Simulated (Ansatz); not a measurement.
**Field gradients at the nuclei in La₂In₈Ir**

The cell is a measured structure from the Crystallography Open Database (COD), its atoms then relaxed with PBE in this cell.

Space group P4/mmm (No. 123); a = 4.7060, c = 12.3120 Å.

| site | Wyckoff | site symmetry | x | y | z |
| --- | --- | --- | --- | --- | --- |
| La | 2g | 4mm | 0.0000 | 0.0000 | 0.8056 |
| In3 | 2f | mmm. | 0.5000 | 0.0000 | 0.0000 |
| In5 | 4i | 2mm. | 0.0000 | 0.5000 | 0.6199 |
| In9 | 2h | 4mm | 0.5000 | 0.5000 | 0.8080 |
| Ir | 1b | 4/mmm | 0.0000 | 0.0000 | 0.5000 |

One atom of each set is listed.

Method: Kohn–Sham DFT in Ansatz, r2SCAN, plane waves and PAW, scalar-relativistic, 500 eV cutoff, Γ-centred 7×7×3 k-points, Fermi–Dirac smearing 0.05 eV.

Conventions: |V_zz| ≥ |V_yy| ≥ |V_xx|, η = (V_xx − V_yy)/V_zz, C_Q = eQV_zz/h.

¹³⁹La: I = 7/2, Q = 206.0 mb; 115In: I = 9/2, Q = 772.0 mb; Ir-191: I = 3/2, Q = 816.0 mb. Q values from Pyykkö, Mol. Phys. 116, 1328 (2018).

Problem. Which values are expected at the nuclei?

Solution. 

```json
{"site": "La", "atoms": "2", "first shell": "12 In at 3.28–3.36 Å, 1 Ir at 3.76 Å", "V_zz (10²¹ V/m²)": "-0.34", "η": "0.00", "C_Q (MHz)": "-1.70"}
{"site": "In3", "atoms": "2", "first shell": "8 In at 3.33–3.34 Å, 4 La at 3.36 Å", "V_zz (10²¹ V/m²)": "11.77", "η": "0.12", "C_Q (MHz)": "220"}
{"site": "In5", "atoms": "4", "first shell": "2 Ir at 2.78 Å, 7 In at 2.95–3.33 Å, 2 La at 3.28 Å", "V_zz (10²¹ V/m²)": "23.0", "η": "0.35", "C_Q (MHz)": "430"}
{"site": "In9", "atoms": "2", "first shell": "8 In at 3.30–3.34 Å, 4 La at 3.33 Å", "V_zz (10²¹ V/m²)": "8.81", "η": "0.00", "C_Q (MHz)": "165"}
{"site": "Ir", "atoms": "1", "first shell": "8 In at 2.78 Å", "V_zz (10²¹ V/m²)": "-1.21", "η": "0.00", "C_Q (MHz)": "-23.9"}
```

An axis of threefold or higher order runs through La, In9 and Ir, so V_zz lies along it and η is zero.

The run finds no gap above 0.1 eV (a metal, or nearly one), so the gradients can move by 10 % or more with the k-mesh. Spin–orbit coupling is left out, which shifts gradients on Ir by a few per cent in wide-gap crystals, and can shift them far more where the calculated gap is small or absent, as here.

Hardware: 1 thread of Arm Neoverse V1 (aarch64; 8 cores open to the job, memory cap 3.0 GiB, no GPU), a shared host with a load of 0.5 a core. Wall time 99 s, CPU time 99 s, peak memory 1.3 GiB.
